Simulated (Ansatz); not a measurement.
# SiO2 with nitrogen replacing O: gradients before and after relaxing the atoms

Start: a supercell of SiO2 (quartz type, P3_121) built from an entry of the Crystallography Open Database (COD), with all atoms left at the host's positions.

```xyz
54
Lattice="7.3737 4.2572 0.0000 -7.3737 4.2572 0.0000 0.0000 0.0000 10.8182" Properties=species:S:1:pos:R:3 pbc="T T T"
Si   -4.7669    4.2572    1.8030
Si   -4.7669    4.2572    7.2121
Si    0.1489    4.2572    1.8030
Si    0.1489    4.2572    7.2121
Si    5.0647    4.2572    1.8030
Si    5.0647    4.2572    7.2121
Si   -1.3034    2.2576    3.6061
Si   -1.3034    2.2576    9.0152
Si    3.6124    2.2576    3.6061
Si    3.6124    2.2576    9.0152
Si    1.1545    6.5148    3.6061
Si    1.1545    6.5148    9.0152
Si    1.1545    1.9996    0.0000
Si    1.1545    1.9996    5.4091
Si   -1.3034    6.2568    0.0000
Si   -1.3034    6.2568    5.4091
Si    3.6124    6.2568    0.0000
Si    3.6124    6.2568    5.4091
N    -0.2994    1.7633    4.7654
O    -0.2994    1.7633   10.1745
O    -2.7573    6.0205    4.7654
O    -2.7573    6.0205   10.1745
O     2.1585    6.0205    4.7654
O     2.1585    6.0205   10.1745
O     1.0805    3.1163    1.1594
O     1.0805    3.1163    6.5685
O    -1.3774    7.3735    1.1594
O    -1.3774    7.3735    6.5685
O    -3.8353    3.1163    1.1594
O    -3.8353    3.1163    6.5685
O    -0.7811    3.6348    2.9624
O    -0.7811    3.6348    8.3715
O     4.1347    3.6348    2.9624
O     4.1347    3.6348    8.3715
O    -5.6969    3.6348    2.9624
O    -5.6969    3.6348    8.3715
O    -5.6969    4.8796    0.6437
O    -5.6969    4.8796    6.0528
O    -0.7811    4.8796    0.6437
O    -0.7811    4.8796    6.0528
O     4.1347    4.8796    0.6437
O     4.1347    4.8796    6.0528
O     2.1585    2.4939    4.2497
O     2.1585    2.4939    9.6588
O    -0.2994    6.7511    4.2497
O    -0.2994    6.7511    9.6588
O    -2.7573    2.4939    4.2497
O    -2.7573    2.4939    9.6588
O    -3.8353    5.3981    2.4467
O    -3.8353    5.3981    7.8558
O     1.0805    5.3981    2.4467
O     1.0805    5.3981    7.8558
O    -1.3774    1.1409    2.4467
O    -1.3774    1.1409    7.8558
```

Sites (sets of like atoms) are named by element and the number of their first atom in this list.

Computed with Ansatz: DFT, PBE, plane waves and PAW, scalar-relativistic, 420 eV cutoff, Γ-centred 3×3×2 k-points, Fermi–Dirac smearing 0.01 eV, cell charge -1.

The largest force at the start is 3.3 eV/Å. Relaxing the ions at fixed cell moves them by 0.226 Å at most (atom 19, N) and 0.075 Å rms.

| site | atom | moved (Å) | first shell before | first shell after | V_zz before (10²¹ V/m²) | η before |
| --- | --- | --- | --- | --- | --- | --- |
| Si3 | 3 | 0.029 | 4 O at 1.61 Å | 4 O at 1.61–1.64 Å | 0.87 | 0.48 |
| Si4 | 4 | 0.067 | 4 O at 1.61 Å | 4 O at 1.61–1.64 Å | 0.91 | 0.95 |
| Si5 | 5 | 0.027 | 4 O at 1.61 Å | 4 O at 1.60–1.64 Å | -1.08 | 0.93 |
| Si7 | 7 | 0.060 | 3 O at 1.61 Å, 1 N at 1.61 Å | 1 N at 1.62 Å, 3 O at 1.66–1.67 Å | -4.11 | 0.21 |
| Si10 | 10 | 0.026 | 4 O at 1.61 Å | 4 O at 1.62–1.63 Å | 0.81 | 0.55 |
| Si11 | 11 | 0.027 | 4 O at 1.61 Å | 4 O at 1.62–1.63 Å | 0.84 | 0.64 |
| Si14 | 14 | 0.096 | 3 O at 1.61 Å, 1 N at 1.61 Å | 1 N at 1.62 Å, 3 O at 1.65–1.67 Å | -4.43 | 0.13 |
| Si17 | 17 | 0.025 | 4 O at 1.61 Å | 4 O at 1.62–1.63 Å | 0.81 | 0.57 |
| Si18 | 18 | 0.033 | 4 O at 1.61 Å | 4 O at 1.62–1.64 Å | 0.93 | 0.20 |
| N | 19 | 0.226 | 2 Si at 1.61 Å, angle 144° | 2 Si at 1.62 Å, angle 132° | 2.81 | 0.16 |
| O26 | 26 | 0.140 | 2 Si at 1.61 Å, angle 144° | 2 Si at 1.61–1.67 Å, angle 133° | 9.48 | 0.07 |
| O38 | 38 | 0.121 | 2 Si at 1.61 Å, angle 144° | 2 Si at 1.60–1.65 Å, angle 145° | 8.29 | 0.26 |
| O47 | 47 | 0.213 | 2 Si at 1.61 Å, angle 144° | 2 Si at 1.62–1.67 Å, angle 131° | 9.38 | 0.16 |

Q: How do the gradients change?

A: 

| site | atom | V_zz after | η after | change of V_zz |
| --- | --- | --- | --- | --- |
| Si3 | 3 | -1.22 | 0.77 | – |
| Si4 | 4 | -1.64 | 0.44 | – |
| Si5 | 5 | -1.50 | 0.45 | -0.42 |
| Si7 | 7 | -5.60 | 0.09 | -1.49 |
| Si10 | 10 | 0.68 | 0.72 | -0.13 |
| Si11 | 11 | 0.82 | 0.17 | -0.02 |
| Si14 | 14 | -5.83 | 0.10 | -1.40 |
| Si17 | 17 | -0.60 | 0.81 | – |
| Si18 | 18 | -1.38 | 0.51 | – |
| N | 19 | 2.81 | 0.60 | 0.00 |
| O26 | 26 | 8.70 | 0.31 | -0.78 |
| O38 | 38 | 9.21 | 0.23 | +0.92 |
| O47 | 47 | 8.54 | 0.32 | -0.84 |

The largest change of V_zz along a kept axis is on Si7, from -4.11 to -5.60. In per cent, |V_zz| changes by -17 to +39 on Si, 0 on N, -9 to +11 on O (all sites that start above 0.5, bar those whose gradient vanishes or changes sign or whose main axis turns by over 40°). Where |V_zz| stays above 0.1 and the axes keep their order, η moves most on Si5, from 0.93 to 0.45. On Si18, Si4, Si3, Si17 the largest principal value lies along another axis in the second run, so the two V_zz can't be compared directly. The table leaves out 41 of the 54 sites, with |V_zz| up to 9.70; their tensors move by 1.64 at most along any direction. The statements above cover all sites. The host's own positions weren't relaxed first, so part of the change far from the defect can be the host's relaxation.

The defect repeats with the cell of 54 atoms, so it feels its images: sites between two images don't show the values beside a lone defect, and zeros or small values of η there can come from the images' arrangement. O and Si carry a gradient in the pure host already, so the values there aren't the defect's effect alone. A uniform background compensates the cell's charge.
Before: The cell keeps the host's lattice, where the PBE pressure is 8 GPa (in a charged cell this depends on the convention for the mean potential). The neighbours have not yet relaxed around the defect (largest force 3.3 eV/Å), so the values at and beside it are those of a strained start, not of the defect in a real crystal.
